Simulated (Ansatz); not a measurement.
Relaxed-ion elastic tensor of BaHfO$_{3}$ (cubic perovskite, space group No. 221) in GPa (Voigt order), DFT-LDA in the program Ansatz with PAW potentials; density 8.63 g/cm³, 14.00 Å³ per atom.

```
 372  87.9  87.9   0.0   0.0   0.0
87.9   372  87.9   0.0   0.0   0.0
87.9  87.9   372   0.0   0.0   0.0
 0.0   0.0   0.0  96.0   0.0   0.0
 0.0   0.0   0.0   0.0  96.0   0.0
 0.0   0.0   0.0   0.0   0.0  96.0
```

### Question
Is the crystal mechanically stable?

### Answer
Yes: the smallest eigenvalue of C is 96.0 GPa.

### Question
Work out the Voigt, Reuss and Hill averages.

### Answer
K_V = 183, K_R = 183, K_H = 183; G_V = 115, G_R = 110, G_H = 112 GPa.

### Question
Give Young's modulus, Poisson's ratio, Pugh's ratio and the universal anisotropy index.

### Answer
E = 9KG/(3K + G) = 280 GPa; ν = 0.24; K/G = 1.63 (brittle by the Pugh limit of 1.75); A_U = 5G_V/G_R + K_V/K_R − 6 = 0.19.

### Question
Estimate the sound speeds and the Debye temperature.

### Answer
v_l = √((K + 4G/3)/ρ) = 6210 m/s, v_t = √(G/ρ) = 3610 m/s, mean 4000 m/s; Θ = (h/k)(3n/4πV)^(1/3) v_m = 495 K.

### Question
Give the Zener ratio and Young's modulus along [100], [110] and [111].

### Answer
A = 2C44/(C11 − C12) = 0.67; 1/E = S11 − 2(S11 − S12 − S44/2)Γ with Γ = 0, 1/4, 1/3 gives 339, 263, 245 GPa.

### Question
Solve the Christoffel equation for the three sound speeds along [100], [110], [111].

### Answer
Eigenvalues of C_ijkl n_j n_l equal ρv². In km/s, slowest first: [100] 3.33, 3.33, 6.57; [110] 3.33, 4.06, 6.15; [111] 3.83, 3.83, 6.00.

Space group Pm-3m (cubic perovskite). The LDA relaxation kept the symmetry of its start; phonons on a q-mesh show weakly imaginary modes. The run is not spin-polarised. Spin–orbit coupling is left out wherever it is not named.

Potentials: the later of the program's two PAW sets.
